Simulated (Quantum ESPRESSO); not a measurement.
SiGa2MgO6, a curve over one atom's position

Simulated, not a measurement. The program is pw.x of Quantum ESPRESSO 7.5 (plane-wave density functional theory). The cell is made up: 10 atoms on a corundum lattice, with randomly drawn elements, strain and displacements, not relaxed. PseudoDojo standard norm-conserving files (v0.5 for PBE, v0.4.1 for LDA and PBEsol) set the functional; there is no spin polarisation, spin-orbit coupling or dispersion term, and the masses in the input are unused placeholders.

Seven runs move atom 2 (Ga, counted in the order of the input) along y and keep all else fixed.

Input of the run at -0.0045:

```
&control calculation='scf', pseudo_dir='./dojo.nc.sr.pbe.v0_5.standard.upf', outdir='./o', disk_io='low', tprnfor=.true., tstress=.true. /
&system ibrav=0, nat=10, ntyp=4, nbnd=44, ecutwfc=84.00895049, nosym=.true., tot_charge=0,
 occupations='smearing', smearing='fd', degauss=0.0018374661
/
&electrons conv_thr=7.350e-09, electron_maxstep=60, /
ATOMIC_SPECIES
Ga 1.0 Ga.upf
Mg 1.0 Mg.upf
O 1.0 O.upf
Si 1.0 Si.upf
CELL_PARAMETERS angstrom
2.5401 1.4909 4.5748
-2.4311 1.4691 4.5212
0.0356 -2.8758 4.5209
ATOMIC_POSITIONS angstrom
Si 0.1784 -0.0229 4.8234
Ga 0.0108 -0.1088 2.0862
Mg 0.0951 0.1776 8.8792
Ga 0.2213 0.0099 11.5461
O -0.7467 1.5013 8.1527
O -0.8288 -1.6009 7.9598
O 1.7221 0.2353 8.0369
O 1.0569 -1.419 5.8013
O 0.7361 1.7275 5.7782
O -1.7032 -0.0055 5.7627
K_POINTS automatic
5 5 5 1 1 1
```

| shift of atom 2 along y (Å) | free energy less that of the input shown (eV) | Fx on atom 2 (eV/Å) | Fy on atom 2 (eV/Å) | Fz on atom 2 (eV/Å) | pressure (GPa) | next band up at Gamma (eV) | iterations |
| --- | --- | --- | --- | --- | --- | --- | --- |
| -0.1553 | 0.7317 | -2.584 | 7.024 | 2.335 | 7.02 | 2.135 | 12 |
| -0.0927 | 0.3515 | -1.858 | 5.159 | 1.623 | 5.28 | 2.151 | 12 |
| -0.0500 | 0.1561 | -1.472 | 4.006 | 1.251 | 4.35 | 2.158 | 12 |
| -0.0324 | 0.0896 | -1.335 | 3.556 | 1.120 | 4.03 | 2.160 | 12 |
| -0.0045 | 0.0000 | -1.145 | 2.871 | 0.938 | 3.57 | 2.163 | 12 |
| +0.1477 | -0.1798 | -0.582 | -0.396 | 0.377 | 2.47 | 2.154 | 12 |

Question: one run is left out of the table, at +0.0522. Estimate its Fy on atom 2 (eV/Å).

Answer: 1.572. The whole row:

| shift of atom 2 along y (Å) | free energy less that of the input shown (eV) | Fx on atom 2 (eV/Å) | Fy on atom 2 (eV/Å) | Fz on atom 2 (eV/Å) | pressure (GPa) | next band up at Gamma (eV) | iterations |
| --- | --- | --- | --- | --- | --- | --- | --- |
| +0.0522 | -0.1254 | -0.846 | 1.572 | 0.650 | 2.90 | 2.164 | 12 |

A cubic fit gives dFy/dy = -23.80 eV/Å² at zero shift. Across the table the free energy follows the integral of the force to within 0.1 meV. A rerun of one of the cells at 1437 eV and a 7 x 7 x 7 mesh moved values by no more than 0.004 eV in energy, 0.04 GPa in stress and 0.005 eV/Å in force. The band column is the level of band 39 at Gamma less that of band 38, whose number is half the electron count, rounded up; it comes from a band step after each run.